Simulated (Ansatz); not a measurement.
**BaAg₂As₂: strain energy, fitted**

BaAg₂As₂, I4/mmm, a = 4.584 Å, c = 11.410 Å. The structure is a COD entry; whether it is the stable form wasn't checked. Ansatz: PBE, PAW, 420 eV, Γ-centred 8×8×4 mesh on 10 atoms, Gaussian smearing 0.10 eV; no spin polarisation. Series: strain along c alone, the other axes held, atoms relaxed; x is the strain in per cent. y is the free energy over the unstrained cell, V0 = 23.976 Å³/atom.

```
x (%) y (meV/atom)
 -4.5             ?
 -3.0          5.70
 -1.5          1.36
  0.0          0.00
  1.5          1.37
  3.0          5.23
  4.5         11.39
```

Question: Fit y = c2 x² + c3 x³ to the other rows, turn c2 into a modulus, and predict the missing energy.

Answer: Least squares on the rows shown. y = 0.6055 x² − 0.009415 x³. In eV per unit strain² c2 is 6.055; this is C33 with relaxed ions (E = ½ C33 V0 ε²): 2 × 6.055 × 160.2 / (23.976) = 81 GPa. The unstrained cell keeps some stress along the strain, worth a slope of 0.03 meV/atom per %, which the form leaves out. At x = -4.5 the fit asked for gives 13.12 meV/atom. The run gave 13.11 meV/atom, so the fit is 0.01 meV/atom too high, within the rms miss on the fitted rows (0.03 meV/atom).